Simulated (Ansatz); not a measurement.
SiC, 4H polytype, relaxed with r2SCAN in the plane-wave code Ansatz. The symmetry is P6_3mc (No. 186, hexagonal); conventional cell a = 3.078 Å, c = 10.077 Å, 10.33 Å³ an atom. Si is surrounded by 4 C at 1.88–1.89 Å; Si is surrounded by 4 C at 1.89 Å; C is surrounded by 4 Si at 1.89 Å; C is surrounded by 4 Si at 1.88–1.89 Å.

The axes x, y and z are those of this cell:
```
Si C
1.0
     3.07756    0.00000    0.00000
    -1.53878    2.66524    0.00000
     0.00000    0.00000   10.07672
Si C
4 4
Direct
  0.00000 0.00000 0.99986
  0.33333 0.66667 0.24991
  0.00000 0.00000 0.49986
  0.66667 0.33333 0.74991
  0.00000 0.00000 0.18728
  0.33333 0.66667 0.43795
  0.00000 0.00000 0.68728
  0.66667 0.33333 0.93795
```

Unstrained: The PBE gap is indirect, 2.226 eV (Γ to M), below the direct gap of 3.349 eV at M. With r2SCAN the valence top lies at Γ and the conduction bottom at M, 2.598 eV higher; the smallest vertical gap, at M, is 3.776 eV. The HSE06 gap is indirect, 3.140 eV (Γ to M), below the direct gap of 4.375 eV at M. Meshes: PBE 12×12×4, r2SCAN 12×12×4, HSE06 6×6×2. Strains are changes of length per length. After each strain the atoms were relaxed again with r2SCAN within the symmetry that the strain leaves, so tilts or polar shifts that break it weren't tested; points keep the names that they have in the unstrained zone. The values are computed, spin-unpolarised, and not measurements.

Problem. Estimate what isotropic +1.0 % on every length does to the gap.

Solution. PBE: the gap goes from 2.226 to 2.220 eV (-0.006 eV). r2SCAN: the gap goes from 2.598 to 2.583 eV (-0.015 eV). HSE06: the gap goes from 3.140 to 3.123 eV (-0.017 eV). The r2SCAN energy rises by 6.4 meV an atom.

Problem. Estimate what isotropic +3.0 % on every length does to the gap.

Solution. PBE: the gap goes from 2.226 to 2.201 eV (-0.025 eV); with r2SCAN the top three valence levels at Γ, grouped 2+1 from the top over 52 meV, become 2+1 over 47 meV. r2SCAN: the gap goes from 2.598 to 2.549 eV (-0.049 eV). HSE06: the gap goes from 3.140 to 3.086 eV (-0.054 eV). The r2SCAN energy rises by 54.6 meV an atom.

Problem. Apply isotropic -2.0 % on every length. How far does the gap move, against the unstrained cell?

Solution. PBE: the gap goes from 2.226 to 2.234 eV (+0.008 eV). r2SCAN: the gap goes from 2.598 to 2.622 eV (+0.024 eV). HSE06: the gap goes from 3.140 to 3.167 eV (+0.027 eV). The r2SCAN energy rises by 28.0 meV an atom.

Problem. Estimate what isotropic -1.0 % on every length does to the gap.

Solution. PBE: the gap goes from 2.226 to 2.231 eV (+0.005 eV). r2SCAN: the gap goes from 2.598 to 2.611 eV (+0.013 eV). HSE06: the gap goes from 3.140 to 3.155 eV (+0.015 eV). The r2SCAN energy rises by 6.8 meV an atom.

Problem. Apply isotropic +2.0 % on every length. How far does the gap move, against the unstrained cell?

Solution. PBE: the gap goes from 2.226 to 2.211 eV (-0.015 eV). r2SCAN: the gap goes from 2.598 to 2.567 eV (-0.031 eV). HSE06: the gap goes from 3.140 to 3.105 eV (-0.035 eV). The r2SCAN energy rises by 24.9 meV an atom.

Problem. Apply isotropic -3.0 % on every length. How far does the gap move, against the unstrained cell?

Solution. PBE: the gap goes from 2.226 to 2.235 eV (+0.009 eV). r2SCAN: the gap goes from 2.598 to 2.631 eV (+0.033 eV). HSE06: the gap goes from 3.140 to 3.179 eV (+0.039 eV). The r2SCAN energy rises by 64.9 meV an atom.

The meshes of the hybrids are coarse, so their gaps aren't converged to the digits shown.

The splittings at Γ are without spin-orbit coupling, which regroups them where it is of like size or larger.
